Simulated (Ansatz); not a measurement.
Sb (A7 type, space group R-3m)

```yaml
crystal:
  lattice:
    - [2.16397, 1.24937, 3.78144]
    - [-2.16397, 1.24937, 3.78144]
    - [0.00000, -2.49874, 3.78144]
  atoms:
    - { symbol: Sb, position: [0.23324, 0.23324, 0.23324] }
    - { symbol: Sb, position: [0.76676, 0.76676, 0.76676] }
```

E(V) scan at fixed shape, V₀ the volume above. The atoms relax within the cell's symmetry.

Method: r2SCAN+rVV10 (plane waves to 500 eV, PAW, scalar-relativistic; Ansatz, an electronic-structure program). k mesh 13×13×13 (Γ-centred), Fermi-Dirac smearing 0.05 eV. Compression counts positive. Sb was relaxed with its symmetry unable to fall. Spin-orbit coupling is left out, though Sb is heavy.

At one point of the scan the stress tensor (GPa) is:

```
    7.5      0.0      0.0
    0.0      7.5      0.0
    0.0      0.0      5.8
```

Task: Which point is it?
A) V/V₀ = 0.960
B) V/V₀ = 0.920
C) V/V₀ = 0.840
D) V/V₀ = 0.880

Result: D, V/V₀ = 0.880

(Under strain, the slope of the energy per volume gives the stress and its curvature an elastic modulus.)
